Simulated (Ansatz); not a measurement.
SbAs₂: a two-dimensional sheet

The structure comes from a generated guess, relaxed at this level; another structure or a mixture of phases may lie lower.

Theory: Ansatz 0.2.0, DFT PBE, scalar-relativistic, plane waves, PAW. Settings: cutoff 420 eV, Γ-centred mesh 12×12×1 on the computed 3-atom cell, Gaussian smearing of 0.10 eV; no spin polarisation.

The sheet is periodic along a and b; c holds vacuum.

```
CELL_PARAMETERS angstrom
3.74444 0.00000 0.00000
0.00000 3.74444 0.00000
0.00000 0.00000 31.00107
ATOMIC_POSITIONS crystal
Sb 0.00000 0.00000 0.27418
As 0.00000 0.50000 0.21611
As 0.50000 0.00000 0.33226
```

Energies over the elements count from the elements' standard structures at the same level, with no fitted energy shifts.

```
Layer group                                       : p-4m2 (No. 59)
In-plane cell                                     : a = 3.744 Å, b = 3.744 Å, γ = 90.0°
Area per atom                                     : 4.67 Å²
Thickness between the outermost nuclei            : 3.60 Å
Formation energy                                  : +0.44 eV/atom
Band gap over mesh and path                       : none (metal or semimetal)
Density of states at the Fermi level              : 1.0 states/eV per cell
Löwdin character within 0.5 eV of the Fermi level : As 4p 92 %
Bader charges (e)                                 : Sb1 0.45, As2 -0.23, As3 -0.23
```

Levels along Γ–X–M–Γ, in eV from the Fermi level, sorted by energy at each point. Points in fractions of the primitive reciprocal vectors: Γ (0.000 0.000 0.000), X (0.000 0.500 0.000), M (0.500 0.500 0.000).
```tsv
point	k (1/Å, with 2π)	band 19	band 20	band 21	band 22	band 23	band 24	band 25
Γ	0.000	-2.35	-2.19	-2.19	0.39	0.39	0.75	1.35
-	0.120	-2.55	-2.35	-2.16	0.08	0.41	0.91	1.69
-	0.240	-3.25	-2.39	-2.08	-0.48	0.48	1.03	2.46
-	0.360	-3.89	-2.53	-1.96	-1.02	0.59	1.08	2.55
-	0.479	-4.29	-2.81	-1.81	-1.38	0.72	1.03	2.30
-	0.599	-4.45	-3.15	-1.67	-1.61	0.85	0.91	2.33
-	0.719	-4.49	-3.39	-1.79	-1.57	0.85	0.95	2.52
X	0.839	-4.49	-3.47	-1.87	-1.53	0.84	0.99	2.72
-	0.959	-4.45	-3.50	-1.86	-1.86	0.77	0.98	2.72
-	1.079	-4.33	-3.65	-2.44	-1.83	0.23	1.12	2.63
-	1.199	-4.14	-4.02	-2.79	-1.81	-0.39	1.03	2.23
-	1.318	-4.46	-3.90	-2.96	-1.85	-0.94	0.73	2.09
-	1.438	-4.73	-3.63	-3.10	-2.00	-1.30	0.48	2.02
-	1.558	-4.83	-3.40	-3.24	-2.20	-1.49	0.37	1.93
M	1.678	-4.84	-3.30	-3.30	-2.29	-1.54	0.35	1.88
-	1.847	-4.82	-3.40	-3.25	-2.12	-1.43	0.40	1.95
-	2.017	-4.71	-3.56	-3.08	-1.81	-1.17	0.68	2.07
-	2.187	-4.43	-3.60	-2.83	-1.48	-0.88	1.25	2.22
-	2.356	-3.94	-3.43	-2.58	-1.05	-0.58	1.82	2.52
-	2.526	-3.27	-3.02	-2.42	-0.52	-0.22	1.76	3.03
-	2.695	-2.56	-2.48	-2.36	0.04	0.18	1.18	1.93
Γ	2.865	-2.35	-2.19	-2.19	0.39	0.39	0.75	1.35
```

The last run used a 12×12×1 mesh for its 3-atom cell and Gaussian smearing of 0.10 eV. These runs have no spin–orbit coupling, which can matter for Sb. An odd number of electrons in the primitive cell allows no gap without spin; a larger cell or a magnetic state could open one. The cell is a metal run without spin; a magnetic state may lie lower. The reference form of As is held partly by dispersion forces, which this level lacks.
